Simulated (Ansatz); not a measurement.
A distorted cell of HfN (rock salt):

```yaml
crystal:
  lattice:
    - [0.00000, 2.26297, 2.26297]
    - [2.26297, 0.00000, 2.26297]
    - [2.26297, 2.26297, 0.00000]
  atoms:
    - { symbol: N, position: [0.92046, 0.07954, 0.07954] }
    - { symbol: Hf, position: [0.50000, 0.50000, 0.50000] }
```

These are r2SCAN (plane waves to 500 eV, PAW, scalar-relativistic; Ansatz, a quantum-chemistry and plane-wave program) values and carry that method's errors. k mesh 14×14×14 (Γ-centred), Fermi-Dirac smearing 0.05 eV. The energy includes the smearing's −TS. Compression counts positive. With partly filled bands, energies and forces of such displacements shift with the k mesh and the smearing. HfN is run without spin polarisation. HfN was relaxed with its symmetry unable to fall. Spin-orbit coupling is left out, though Hf is heavy. The PAW data are Ansatz's earlier set.

Problem. Predict the force on every atom, in eV/Å.

Solution. 
```csv
atom,Fx,Fy,Fz
N1,-5.127,0.000,0.000
Hf2,5.128,0.000,0.000
```

Problem. Give the stress tensor in GPa and the pressure.

Solution. 
```
   52.0      0.0      0.0
    0.0      1.4      0.0
    0.0      0.0      1.4
```
The pressure, a third of the trace, is 18.3 GPa.

Problem. In it atom 1 sits (0.360, 0.000, 0.000) Å away from its relaxed site. What is its energy relative to the relaxed cell?

Solution. 829 meV/cell.

(A displaced cell: forces are minus the slopes of the energy, force constants its curvatures, and phonons follow from these.)
